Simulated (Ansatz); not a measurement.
Polymorphs of ZnCdS2, each relaxed with PBEsol (plane waves, PAW; program Ansatz):

A: P3m1
a = b = 3.934 Å, c = 6.523 Å, α = β = 90.00°, γ = 120.00°

| atom | site | symmetry | x | y | z |
|---|---|---|---|---|---|
| Zn | 1a | 3m. | 0.0000 | 0.0000 | 0.9992 |
| Cd | 1b | 3m. | 0.3333 | 0.6667 | 0.5070 |
| S | 1b | 3m. | 0.3333 | 0.6667 | 0.8917 |
| S | 1a | 3m. | 0.0000 | 0.0000 | 0.3540 |

B: P-4m2
a = 3.928 Å, b = 3.928 Å, c = 5.653 Å, α = 90.00°, β = 90.00°, γ = 90.00°

| atom | site | symmetry | x | y | z |
|---|---|---|---|---|---|
| Zn | 1d | -4m2 | 0.0000 | 0.0000 | 0.5000 |
| Cd | 1b | -4m2 | 0.5000 | 0.5000 | 0.0000 |
| S | 2g | 2mm. | 0.5000 | 0.0000 | 0.2754 |

Question: Order them by energy per atom at 0 K (lowest first) at the level PBEsol.

Answer: B (+0 meV/atom), A (+16 meV/atom)

Question: Give each one's gap.

Answer: A 1.33 eV; B 1.38 eV.

Standing as an ambient phase not checked: A; B. All cells were relaxed under the symmetry of their starts (and spin orders); stability against distortions was not tested throughout. Scalar-relativistic: spin–orbit coupling is off unless named, which matters more the heavier the elements.

Energies hold the estimated change up to a 700 eV cutoff; steps of a few meV lie near the error of the meshes.

Potentials: the later of the program's two PAW sets.
